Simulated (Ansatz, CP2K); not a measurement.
## Equation of state of TiSn under PBE

Space group Fm-3m (No. 225). a = 5.601 Å, b = 5.601 Å, c = 5.601 Å, α = 90.00°, β = 90.00°, γ = 90.00°
```tsv
atom	site	symmetry	x	y	z
Ti	4a	m-3m	0.0000	0.0000	0.0000
Sn	4b	m-3m	0.5000	0.0000	0.0000
```

The cell comes from a database or a generator and needn't be the stable form of this composition.

The cell was scaled at fixed shape and fractions and run with CP2K, POTENTIAL_UZH Ti GTH-PBE-q12, Sn GTH-PBE-q14; TZVP-MOLOPT-PBE-GTH basis; PBE, k mesh 8 × 8 × 8 on the cell of 2 atoms, fermi-dirac occupations of 0.05 eV, no spin polarisation, no spin-orbit coupling. Energies are those that the program minimises, any entropy of the smearing included. For a metal such a mesh isn't converged to the digits shown.

| V (Å³/atom) | energy over the lowest row (meV/atom) |
| --- | --- |
| 20.6470 | 19.471 |
| 21.0863 | ? |
| 21.5256 | 1.269 |
| 21.9649 | 0.000 |
| 22.4042 | 3.251 |
| 22.8435 | 10.562 |
| 23.2828 | 21.519 |

**Question.** Fit the third-order Birch-Murnaghan form, give V0, B0 and B′, and predict the energy left open.

**Answer.** With y = (V0/V)^(2/3), E = E0 + (9 V0 B0/16) [(y - 1)³ B′ + (y - 1)² (6 - 4y)]. Least squares through the rows shown give V0 = 21.8619 Å³/atom, E0 = -0.126 meV, B0 = 84.02 GPa (1 eV/Å³ = 160.218 GPa) and B′ = 4.34, with a largest miss of 0.001 meV. At V = 21.0863 the form with these constants gives 7.568 meV; the run gave 7.569 meV an atom. Other set-ups at this level, from all their volumes (Å³/atom, GPa): Ansatz, Ansatz PAW (earlier soft set): V0 21.963, B0 83.28.
